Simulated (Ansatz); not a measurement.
**CdAg, one cell by several methods**

```xyz
2
Lattice="3.2634 0.0000 0.0000 0.0000 3.2634 0.0000 0.0000 0.0000 3.3300" Properties=species:S:1:pos:R:3 pbc="T T T"
Cd    1.6317    1.6317    1.6650
Ag    0.0000    0.0000    0.0000
```

Atoms are numbered in the order listed.

The conventional cell has a = 3.263 Å, b = 3.263 Å, c = 3.330 Å, α = 90.00°, β = 90.00°, γ = 90.00°. Cd (atom 1) is surrounded by 8 Ag at 2.85 Å and 4 Cd at 3.26 Å. Ag (atom 2) has 8 Cd at 2.85 Å and 4 Ag at 3.26 Å as nearest neighbours.

The cell is COD entry 9008796, as deposited and not checked against the literature; nothing was relaxed. The listed cell was then made from it by scaling, straining or moving an atom.

All numbers are computed: DFT, PBEsol, PAW with Ansatz's default frozen-core files, scalar-relativistic (Ansatz 0.2.0); DFT, PBEsol, all-electron PAW with datasets made for the crystal, scalar-relativistic (Ansatz 0.2.0); DFT, PBEsol, all-electron LAPW, scalar-relativistic (Ansatz 0.2.0).

For PAW: a Γ-centred 12×12×12 k mesh, Fermi–Dirac smearing of 0.05 eV, cutoff 420 eV, no spin polarisation; the PAW files were made with PBE, and the program remakes their frozen cores for this functional. The crystal-made all-electron datasets (AE datasets) take a cutoff of 260 eV at this cell. LAPW targets a basis error of 0.25 meV/atom. The Ansatz runs share mesh, smearing and spin set-up. Plane-wave (PAW) pressures include the program's estimate of the Pulay term.

Stress and pressure are positive in compression.

The change that made this cell: equal xx and yy strain of -2 %.

```tsv
quantity	PAW	AE datasets	LAPW
pressure (GPa)	2.28	2.26	2.26
stress xx (GPa)	2.40	2.38	2.38
stress zz (GPa)	2.04	2.02	2.02
```
